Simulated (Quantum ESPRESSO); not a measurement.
Inputs of pw.x and gipaw.x (a modified build of Quantum ESPRESSO, PBE) for BeSe; the starting potential comes from an earlier run on another mesh:

```
&CONTROL
  calculation = 'scf'
  prefix = 'x'
  pseudo_dir = './pseudo'
  outdir = './out'
  tprnfor = .true.
/
&SYSTEM
  ibrav = 0
  nat = 2
  ntyp = 2
  ecutwfc = 40
  ecutrho = 160
  occupations = 'fixed'
  nbnd = 5
/
&ELECTRONS
  conv_thr = 1e-11
  startingpot = 'file'
/
ATOMIC_SPECIES
Be 9.012 Be.GGA_PBE-JTH.UPF
Se 78.971 Se.GGA_PBE-JTH.UPF
CELL_PARAMETERS angstrom
    0.000000000000     2.583970000000     2.583970000000
    2.583970000000     0.000000000000     2.583970000000
    2.583970000000     2.583970000000     0.000000000000
ATOMIC_POSITIONS crystal
Be     0.000000000000     0.000000000000     0.000000000000
Se     0.250000000000     0.250000000000     0.250000000000
K_POINTS automatic
6 6 6 1 1 1
```

```
&INPUTGIPAW
  job = 'nmr'
  prefix = 'x'
  tmp_dir = './out/'
  restart_mode = 'from_scratch'
  pawproj(1) = .true.
  pawproj(2) = .true.
  use_nmr_macroscopic_shape = .false.
/
```

The geometry is a computed Materials Project entry, not a measured one. It is BeSe in F-43m; whether this form has been observed was not checked. Stability against distortions was not tested.

### Question
What does gipaw.x print for the total shieldings?

### Answer
```
     f-sum rule (should be    -9.1093):
            -9.1096         -0.0000          0.0000
            -0.0000         -9.1096          0.0000
             0.0000          0.0000         -9.1096

     Total NMR chemical shifts in ppm: ---------------------------------------
     (adopting the Simpson convention for anisotropy and asymmetry)-----------

     Atom  1  Be  pos: (  0.000000  0.000000  0.000000)  Total sigma:          84.84
            84.8417          0.0000         -0.0000
             0.0000         84.8417         -0.0000
             0.0000         -0.0000         84.8417

     Be      1    anisotropy:      0.00    eta:    0.0000
     Be      1    sigma_11=     84.84
     Be      1    sigma_22=     84.84
     Be      1    sigma_33=     84.84

     Atom  2  Se  pos: (  0.353553  0.353553  0.353553)  Total sigma:        2065.45
          2065.4491          0.0000          0.0000
             0.0000       2065.4491          0.0000
             0.0000          0.0000       2065.4491

     Se      2    anisotropy:      0.00    eta:    0.0000
     Se      2    sigma_11=   2065.45
     Se      2    sigma_22=   2065.45
     Se      2    sigma_33=   2065.45
```
The printed anisotropy is 3/2 (σ_33 − σ_iso) in the program's own order; the axes are left out here. All sites are cubic, so the anisotropy vanishes by symmetry. These are absolute shieldings with no macroscopic susceptibility term; δ = σ_ref − σ needs a reference computed alike. By our sweeps, such settings leave a few ppm in absolute σ on light atoms and up to some 20 ppm from Zn on. No spin–orbit coupling; Se is the heaviest element present. The datasets of Se hold no d projectors, which limits absolute σ on these atoms.
